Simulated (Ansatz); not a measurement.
Data:

CsSnI$_{3}$:
```
CsSnI3
1.0
   10.37588     0.00000     0.00000
    0.00000     4.68497     0.00000
    0.00000     0.00000    17.55682
Cs I Sn
4 12 4
Direct
  0.91788   0.75000   0.67108
  0.58212   0.25000   0.17108
  0.41788   0.75000   0.82892
  0.08212   0.25000   0.32892
  0.53127   0.75000   0.61410
  0.96873   0.25000   0.11410
  0.03127   0.75000   0.88590
  0.46873   0.25000   0.38590
  0.16282   0.75000   0.50071
  0.33718   0.25000   0.00071
  0.66282   0.75000   0.99929
  0.83718   0.25000   0.49929
  0.20460   0.25000   0.71109
  0.29540   0.75000   0.21109
  0.70460   0.25000   0.78891
  0.79540   0.75000   0.28891
  0.34169   0.25000   0.56032
  0.15831   0.75000   0.06032
  0.84169   0.25000   0.93968
  0.65831   0.75000   0.43968
```

This is the PBEsol-relaxed structure. Tensor components refer to the Cartesian frame of this cell.

Task: All from PBEsol (plane waves, PAW; program Ansatz), unless another level is named. Give the HSE06 gap on the PBEsol cell.

Result: 2.62 eV.

Task: Give the smallest direct gap on the standard path.

Result: 2.00 eV.

Task: Give the band gap.

Result: 1.92 eV (indirect).

Task: And the valence-band maximum?

Result: on the Y–Γ line, 65 % of the way from Y (k = 0.000, 0.177, 0.000 in fractions of the reciprocal vectors).

Task: What about the conduction-band minimum?

Result: at U (k = 0.500, 0.000, 0.500 in fractions of the reciprocal vectors).

Space group Pnma. Symmetry was held in the PBEsol relaxation. Spin–orbit coupling is left out wherever it is not named.

Potentials: the later of the program's two PAW sets.
